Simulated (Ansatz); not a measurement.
### Question
Ga (α-Ga, Cmce) is relaxed with the program Ansatz at the PBEsol level (PAW). What lattice parameters of the conventional cell result?

### Answer
a = 4.479 Å, b = 7.596 Å, c = 4.486 Å.

### Question
Give the free coordinates with the occupied sites.

### Answer
In one choice of origin and axes:

| atom | site | symmetry | x | y | z |
|---|---|---|---|---|---|
| Ga | 8f | m.. | 0.0000 | 0.3441 | 0.4166 |

Symmetry was held in the PBEsol relaxation; of distortions, only those at the zone centre were tested. Axis ratios of metals converge slowly with the k-mesh, so a and c are less sure than the volume.

Potentials: the earlier of the program's two PAW sets.
